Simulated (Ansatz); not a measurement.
Stability checks on a candidate for Hf₂SnTe₆

It was reached by relaxing an invented guess, and it needn't be the stable form of this composition.

Method: DFT PBE, scalar-relativistic, plane waves, PAW in Ansatz. Cutoff 420 eV, Γ-centred 6×6×6 mesh (9-atom cell), Gaussian smearing of 0.10 eV, no spin polarisation.

Space group P-31m (No. 162). a = 7.067 Å, b = 7.067 Å, c = 6.938 Å, α = 90.00°, β = 90.00°, γ = 120.00°
```csv
atom,site,symmetry,x,y,z
Hf,2c,3.2,0.6667,0.3333,0.0000
Sn,1a,-3.m,0.0000,0.0000,0.0000
Te,6k,..m,0.6474,0.6474,0.2556
```

The zero of energy is the elements' standard structures at the same level; no fitted shifts are applied. The references include grey tin.

Question: These tests were run: energy against the elements; phonons at Γ; elastic tensor. What do they show?

Answer:

```csv
test,result
energy against the elements,−0.55 eV/atom
phonons at Γ,lowest optical mode 31 cm⁻¹
elastic tensor,least eigenvalue 5 GPa
```

It fails none of these tests outright. Whether a mixture of other phases lies lower isn't tested here. Phonons away from Γ weren't computed. Undecided within the accuracy: elastic tensor.

Weakly bound directions are ill-defined at this level, which has no dispersion term. Spin–orbit coupling, which can matter for Hf and Te, is left out. The reference form of Te is held partly by dispersion forces, which this level lacks. The run for the phonons used a 6×6×6 k mesh and Fermi–Dirac smearing of 0.15 eV. The run for the elastic tensor used a 6×6×6 k mesh and Fermi–Dirac smearing of 0.15 eV.
